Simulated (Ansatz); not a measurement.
HfN in space group P6/mmm (No. 191; Hf on 3f, N on 1a, N on 2d) at seven volumes, PBE in the plane-wave PAW code Ansatz, shape and atoms relaxed at each. One row is withheld.

```json
[
 {"V (Å³/atom)": "12.764", "P (GPa)": "20.82"},
 {"V (Å³/atom)": "13.184", "P (GPa)": "12.76"},
 {"V (Å³/atom)": "13.605", "P (GPa)": "?"},
 {"V (Å³/atom)": "14.026", "P (GPa)": "0.00"},
 {"V (Å³/atom)": "14.447", "P (GPa)": "-5.03"},
 {"V (Å³/atom)": "14.867", "P (GPa)": "-9.34"},
 {"V (Å³/atom)": "15.288", "P (GPa)": "-12.99"}
]
```

**Question.** Fit the shown pressures and predict the withheld one.

**Answer.** P = (3/2)B₀(x^(7/2) − x^(5/2))[1 + (3/4)(B′ − 4)(x − 1)] with x = (V₀/V)^(2/3). Least squares on the six rows gives V₀ = 14.025 Å³/atom, B₀ = 181 GPa, B′ = 4.23. At V = 13.605, x = 1.0205 and P = 5.87 GPa. The run itself gave 5.87 GPa.

The cell is a constructed one: a structure type filled with these elements; neither database checked (COD, Materials Project) lists it. It is not the phase usual at ambient conditions (space group No. 225). The cell was relaxed with PBE under the symmetry of its start; whether a distortion lowers the energy is not shown. No spin polarisation was allowed. Spin–orbit coupling is left out wherever it is not named.

Potentials: the later of the program's two PAW sets.
